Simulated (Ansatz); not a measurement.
MoS₂:
Space group Fm-3m (No. 225); a = b = c = 5.797 Å, α = β = γ = 90.00°

```csv
atom,site,symmetry,x,y,z
Mo,4a,m-3m,0.0000,0.0000,0.0000
S,8c,-43m,0.2500,0.2500,0.2500
```
(The calculation used a cell of 3 atoms; values per cell refer to that cell.)

This is the PBEsol-relaxed structure.

Q: All from DFT-PBEsol in the program Ansatz with PAW potentials, unless another level is named. Predict the electronic character.

A: metallic (no gap).

Q: What about the formation energy from the elements (no fitted shifts)?

A: -0.26 eV/atom.

Q: Predict the density of states at the Fermi level.

A: 1.1 states/eV per atom (mean over ±0.08 eV).

Q: Next, the gap with spin–orbit coupling?

A: none (metallic).

A made-up cell: these elements were put on the sites of a structure type; neither database checked (COD, Materials Project) lists it. It is not the phase usual at ambient conditions (space group No. 160, 194). The cell was relaxed with PBEsol under the symmetry of its start; whether a distortion lowers the energy is not shown. The run is not spin-polarised. The references are the lowest solids computed at this level, not always the standard phases. Scalar-relativistic: spin–orbit coupling is off unless named, which matters more the heavier the elements.

Potentials: the earlier of the program's two PAW sets. The files were generated under PBE; for other functionals the program regenerates the frozen cores, and for LDA and PBEsol the local potential too.
